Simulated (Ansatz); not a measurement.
A crystal relaxed with r2SCAN in Ansatz has space group P6_3mc (No. 186) and a = 3.873 Å, c = 12.712 Å.

```json
{"atom": "B", "site": "2a", "x": "0.0000", "y": "0.0000", "z": "0.0007"}
{"atom": "B", "site": "2b", "x": "0.3333", "y": "0.6667", "z": "0.2494"}
{"atom": "Xx", "site": "2a", "x": "0.0000", "y": "0.0000", "z": "0.1871"}
{"atom": "Xx", "site": "2b", "x": "0.3333", "y": "0.6667", "z": "0.4378"}
```

The r2SCAN gap is indirect, 0.363 eV (Γ to Γ–A (0.12 of the way from Γ)), below the direct gap of 0.364 eV at Γ. Least and direct gap differ so little that the kind isn't settled. With HSE06 the gap is 0.76 eV and direct, at Γ. With PBE the valence top lies at Γ and the conduction bottom at Γ–A (0.10 of the way from Γ), 0.25 eV higher; the smallest vertical gap, at Γ, is 0.26 eV. Least and direct gap differ so little that the kind isn't settled. Meshes: r2SCAN 12×12×2, HSE06 6×6×2, PBE 12×12×2.

**Question.** Which element is Xx?
A. N
B. Bi
C. P
D. As

**Answer.** B. Xx is Bi: BBi in the 4H polytype structure. B has 4 Bi at 2.37 Å; B has 4 Bi at 2.37–2.39 Å; Bi has 4 B at 2.37 Å; Bi has 4 B at 2.37–2.39 Å.

Spin-unpolarised throughout. Whether this structure exists isn't addressed.

Spin-orbit coupling is left out; in compounds of Pb, Bi, Tl or Hg it can lower a gap by up to about 1 eV, split its edges or invert the bands.

Where an edge lies off the special points, it is a point of the mesh or the k point where a search put PBE's edge or least direct gap, reused for the other functionals, whose own edges may lie a little apart.

The meshes of the hybrids are coarse, so their gaps aren't converged to the digits shown.
